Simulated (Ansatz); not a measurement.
The calculation used DFT PBE, scalar-relativistic, plane waves, PAW (Ansatz). Each cell gets a short relaxation within its symmetry: 420 eV, a coarse mesh through Γ, smearing of 0.2 eV, at most 16 steps to 0.08 eV/Å and 0.8 GPa. No spin polarisation. Energies are free energies per atom, good to about 0.1 eV/atom between metallic cells, end volumes are rough, and groups of ends are read at 0.1 Å.

Two trial cells of GaMo, not yet relaxed:

A.

```yaml
crystal:
  lattice:
    - [4.05573, 0.00000, 0.00000]
    - [0.00000, 4.05573, 0.00000]
    - [0.00000, 0.00000, 5.37565]
  atoms:
    - { symbol: Ga, position: [0.00000, 0.50000, 0.80284] }
    - { symbol: Ga, position: [0.50000, 0.00000, 0.19716] }
    - { symbol: Mo, position: [0.00000, 0.00000, 0.50000] }
    - { symbol: Mo, position: [0.50000, 0.50000, 0.50000] }
```

B.

```yaml
crystal:
  lattice:
    - [0.00000, 2.51205, 2.51205]
    - [2.51205, 0.00000, 2.51205]
    - [2.51205, 2.51205, 0.00000]
  atoms:
    - { symbol: Ga, position: [0.50000, 0.50000, 0.50000] }
    - { symbol: Mo, position: [0.00000, 0.00000, 0.00000] }
```

Question: Does the order of the two change on relaxation?

Answer: As given, B is lower by 0.38 eV/atom. Relaxed, A is lower by 0.36 eV/atom, so the order turns round. A goes from P4/nmm at 22.1 Å³/atom to P4/mmm at 15.4 Å³/atom and gains 0.77 eV/atom. B goes from Fm-3m at 15.9 Å³/atom to Fm-3m at 16.9 Å³/atom and gains 0.03 eV/atom. The closest pair in A goes from Ga–Mo at 2.60 Å to Ga–Ga and Mo–Mo at 2.74 Å. The closest pair in B goes from Ga–Mo at 2.51 Å to Ga–Mo at 2.56 Å. At the end: counting all near atoms (those within 1.25 times the shortest distance at each site), A has Ga 12, Mo 12 and B has Ga 6, Mo 6. The lowest end among all the guesses of this search lies 0.19 eV/atom under the better of the two.
